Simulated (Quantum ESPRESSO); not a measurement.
```cif
data_AgCl6Rb2Sc
_chemical_formula_sum 'Cl6 Sc1 Rb2 Ag1'
_space_group_name_H-M_alt 'P 1'
_space_group_IT_number 1
_cell_length_a 7.41049
_cell_length_b 7.41049
_cell_length_c 7.41049
_cell_angle_alpha 60.000
_cell_angle_beta 60.000
_cell_angle_gamma 60.000
loop_
_space_group_symop_operation_xyz
  'x, y, z'
loop_
_atom_site_label
_atom_site_type_symbol
_atom_site_fract_x
_atom_site_fract_y
_atom_site_fract_z
_atom_site_occupancy
Cl1 Cl 0.76140 0.23860 0.23860 1
Cl2 Cl 0.23860 0.76140 0.76140 1
Cl3 Cl 0.23860 0.76140 0.23860 1
Cl4 Cl 0.76140 0.23860 0.76140 1
Cl5 Cl 0.23860 0.23860 0.76140 1
Cl6 Cl 0.76140 0.76140 0.23860 1
Sc1 Sc 0.00000 0.00000 0.00000 1
Rb1 Rb 0.75000 0.75000 0.75000 1
Rb2 Rb 0.25000 0.25000 0.25000 1
Ag1 Ag 0.50000 0.50000 0.50000 1
```

The geometry is that of Materials Project entry mp-1110795, symmetrised and not relaxed again.

### Question
What does PBEsol (Quantum ESPRESSO, PseudoDojo norm-conserving, 82 Ry, scalar-relativistic) give for the electronic structure near the Fermi level?

### Answer
The PBEsol gap is 3.24 eV and nearly direct: the edges lie at L and X, the smallest direct gap within 0.02 eV of it. Another valence and conduction extremum on the path lies within 0.02 eV, too close to call. Spin-orbit splittings are left out.

The structure is a Materials Project entry; no match was found in the copy of COD used, and its stability was not checked.
